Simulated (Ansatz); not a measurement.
ZrSe$_{2}$:
```
ZrSe2
1.0
    3.80057     0.00000     0.00000
   -1.90029     3.29139     0.00000
    0.00000     0.00000     6.89215
Zr Se
1 2
Direct
  0.00000   0.00000   0.00000
  0.66667   0.33333   0.77050
  0.33333   0.66667   0.22950
```

Relaxed with PBE. Special points in fractions of this cell's reciprocal vectors: Γ (0.000, 0.000, 0.000); M (0.500, 0.000, 0.000); K (0.333, 0.333, 0.000); A (0.000, 0.000, 0.500); L (0.500, 0.000, 0.500); H (0.333, 0.333, 0.500).

**Question.** List the band energies nearest the valence-band maximum at these points for plane-wave PAW PBE (Ansatz code).

**Answer.** In eV from the valence-band maximum; about four levels below and three above (degenerate sets whole), none deeper than 8.9 eV; points with the same levels are listed once.

```tsv
k	below	above
Γ	-2.51 -2.51 -0.51 0.00 0.00	1.11 1.11 1.55
M	-2.54 -2.41 -1.76 -1.11	0.55 2.57 2.93
K	-3.40 -3.40 -2.17 -2.17 -1.86	1.82 2.52 2.52
A	-2.49 -2.49 -1.65 -0.05 -0.05	1.11 1.11 1.88
L	-2.51 -2.46 -1.24 -1.02	0.42 2.57 2.91
H	-3.34 -2.08 -2.05 -2.05	1.85 2.30 2.30
```

Space group P-3m1 (CdI2 type). Symmetry was held in the PBE relaxation. The run is not spin-polarised. A crystal of weakly bound layers computed without a dispersion correction: the cell and the soft elastic constants depend strongly on that. Scalar-relativistic: spin–orbit coupling is off unless named, which matters more the heavier the elements.

Potentials: the later of the program's two PAW sets.
